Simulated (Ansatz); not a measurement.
RuS2:
```
RuS2
1.0
    5.54976     0.00000     0.00000
    0.00000     5.54976     0.00000
    0.00000     0.00000     5.54976
Ru S
4 8
Direct
  0.00000   0.00000   0.00000
  0.50000   0.00000   0.50000
  0.50000   0.50000   0.00000
  0.00000   0.50000   0.50000
  0.38614   0.38614   0.38614
  0.11386   0.61386   0.88614
  0.88614   0.11386   0.61386
  0.61386   0.88614   0.11386
  0.61386   0.61386   0.61386
  0.88614   0.38614   0.11386
  0.11386   0.88614   0.38614
  0.38614   0.11386   0.88614
```

Relaxed with LDA. Special points in fractions of this cell's reciprocal vectors: Γ (0.000, 0.000, 0.000); X (0.000, 0.500, 0.000); M (0.500, 0.500, 0.000); R (0.500, 0.500, 0.500); X1 (0.500, 0.000, 0.000).

Task: List the band energies nearest the valence-band maximum at these points for plane-wave PAW LDA (Ansatz code).

Result: In eV from the valence-band maximum; about four levels below and three above (degenerate sets whole), none deeper than 8.9 eV; points with the same levels are listed once.

| k | below | above |
|---|---|---|
| Γ | -0.61 -0.61 -0.61 -0.29 | 0.45 2.65 2.65 2.65 |
| X | -0.32 -0.32 -0.03 -0.03 | 2.07 2.07 2.21 2.21 |
| M | -0.12 -0.12 -0.12 -0.12 | 2.41 2.41 2.41 2.41 |
| R | -0.79 -0.79 -0.79 -0.79 | 2.39 2.39 2.39 2.39 |

Space group Pa-3. Symmetry was held in the LDA relaxation. The run is not spin-polarised. Scalar-relativistic: spin–orbit coupling is off unless named, which matters more the heavier the elements.

Potentials: the later of the program's two PAW sets.
